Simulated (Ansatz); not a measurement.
**Is this Cs₄Br structure stable?**

The cell was found from a structure generator's guess, not taken from experiment.

All numbers below come from DFT PBE, scalar-relativistic, plane waves, PAW in Ansatz. Plane waves to 420 eV, a 6×6×6 mesh through Γ for the 5-atom cell and 0.10 eV Gaussian smearing; no spin polarisation.

```yaml
crystal:
  lattice:
    - [7.55815, 0.00000, 0.00000]
    - [0.00000, 7.55815, 0.00000]
    - [0.00000, 0.00000, 7.55815]
  atoms:
    - { symbol: Cs, position: [0.50000, 0.00000, 0.00000] }
    - { symbol: Cs, position: [0.00000, 0.50000, 0.00000] }
    - { symbol: Cs, position: [0.00000, 0.00000, 0.50000] }
    - { symbol: Cs, position: [0.50000, 0.50000, 0.50000] }
    - { symbol: Br, position: [0.00000, 0.00000, 0.00000] }
```

Formation energies are uncorrected and refer to the elements' standard structures at the same level. The references include crystalline Br.

**Question.** These tests were run: energy against the elements; elastic tensor. What do they show?

**Answer.**

```
                       test                  result
energy against the elements           −0.67 eV/atom
             elastic tensor  least eigenvalue 2 GPa
```

It fails none of these tests outright. Whether a mixture of other phases lies lower isn't tested here. Phonons away from Γ weren't computed. Undecided within the accuracy: elastic tensor.

The cell is a metal run without spin; a magnetic state may lie lower. The reference form of Br is held partly by dispersion forces, which this level lacks. The run for the elastic tensor used a 6×6×6 k mesh and Fermi–Dirac smearing of 0.15 eV.
